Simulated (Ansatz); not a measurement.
TiO₂ built on the rutile prototype, relaxed with r2SCAN in the PAW code Ansatz: it is tetragonal, P4_2/mnm (No. 136); conventional cell a = 4.597 Å, c = 2.953 Å, 10.40 Å³ an atom. Ti is surrounded by 6 O at 1.95–1.98 Å and 2 Ti at 2.95 Å; O is surrounded by 3 Ti at 1.95–1.98 Å. It was then strained (epitaxial in the xy plane), atoms relaxed again within the symmetry left. Unstrained, HSE06 gives 3.384 eV (Γ, 4×4×6 mesh), and the band edges keep their places in every row. The normal direction was relaxed to zero stress. Stress is positive in compression. (Simulation; spin polarisation is off.)

Axes as in this cell:
```yaml
crystal:
  lattice:
    - [4.59685, 0.00000, 0.00000]
    - [0.00000, 4.59685, 0.00000]
    - [0.00000, 0.00000, 2.95349]
  atoms:
    - { symbol: Ti, position: [0.00000, 0.00000, 0.00000] }
    - { symbol: Ti, position: [0.50000, 0.50000, 0.50000] }
    - { symbol: O, position: [0.30464, 0.30464, 0.00000] }
    - { symbol: O, position: [0.19536, 0.80464, 0.50000] }
    - { symbol: O, position: [0.80464, 0.19536, 0.50000] }
    - { symbol: O, position: [0.69536, 0.69536, 0.00000] }
```

```tsv
strain (%)	ε	ΔE_g, HSE06 (eV)	Δσ_xx, r2SCAN (GPa)	Δ(mean ε∞, r2SCAN)
-4.0	-0.0400	+0.143	+17.45	+0.13
-3.0	-0.0300	+0.085	+12.71	+0.10
-2.0	-0.0200	+0.041	+8.21	+0.07
-1.0	-0.0100	+0.013	+3.96	+0.04
+2.0	+0.0200	+0.013	-7.05	-0.10
```

**Question.** Fit ΔE_g = a x + b x² to these rows by least squares, with x = ε.

**Answer.** The normal equations take Σx² = 3.400e-03, Σx³ = -9.200e-05, Σx⁴ = 3.700e-06, ΣxΔE = -8.960e-03 and Σx²ΔE = 3.282e-04, and give a = -0.72 eV, b = +70.8 eV; the largest residual is 0.002 eV.

**Question.** Fit the change of σ_xx in the same way.

**Answer.** Δσ_xx = -381.2 x + (1391) x² GPa. The slope, 381 GPa, is the biaxial modulus of the film.

**Question.** Predict the withheld row at +1.0 % (x = +0.0100).

**Answer.** ΔE_g ≈ -0.72 × (+0.0100) + (70.8) × (+0.0100)² = 0.000 eV, and Δσ_xx ≈ -3.67 GPa. The runs give -0.001 eV and -3.70 GPa, off by -0.001 eV and -0.03 GPa.

**Question.** Fit the last column too (unstrained value 7.00), and predict it for the withheld row.

**Answer.** Δ = -4.31 x + (-28.7) x², which gives -0.05 at x = +0.0100; the run gives -0.05.

For a response run the program warns that the ground state's bands aren't all converged, so ε∞ carries an extra error.
